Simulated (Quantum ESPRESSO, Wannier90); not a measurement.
# Wannier functions of ZrO2 (fluorite)

```
begin unit_cell_cart
ang
    0.0000000000    2.5450750000    2.5450750000
    2.5450750000    0.0000000000    2.5450750000
    2.5450750000    2.5450750000    0.0000000000
end unit_cell_cart
begin atoms_frac
Zr   0.0000000000  0.0000000000  0.0000000000
O    0.2500000000  0.2500000000  0.2500000000
O   -0.2500000000 -0.2500000000 -0.2500000000
end atoms_frac
```

Cell from Materials Project (mp-1565), symmetrised, no further relaxation. COD (Crystallography Open Database) records the formula in this space group. Ideal cubic forms of this type are often high-temperature phases that distort on cooling; symmetry holds the cell here, and its stability was not tested. Level: PBEsol, no spin polarisation, no spin-orbit coupling; pw.x of Quantum ESPRESSO at 68 Ry with PseudoDojo potentials, 10×10×10 k-points, Wannier90. Density: 10×10×10 mesh, cold smearing 0.01 Ry.

Bands 5-12 form an isolated set from -18.09 to 0.00 eV relative to the valence-band maximum (on the path) and are turned into 8 Wannier functions by minimising the spread from the start: s functions at the bond centres.

Question: Where do the functions sit, how wide are they and what are they made of?

Answer: 
```tsv
functions	spread (Å²)	nearest atom, distance (Å)	second atom, distance (Å)	weight on atomic waves
8	0.98	O 0.41	Zr 1.79	O 2p 61 %, O 2s 20 %, Zr 4d 13 %
```

Ω_I = 7.00 Å², Ω_total = 7.81 Å²; the interpolated bands follow pw.x to 0.2 meV rms on the path. It is the lowest total spread that any start reached here.
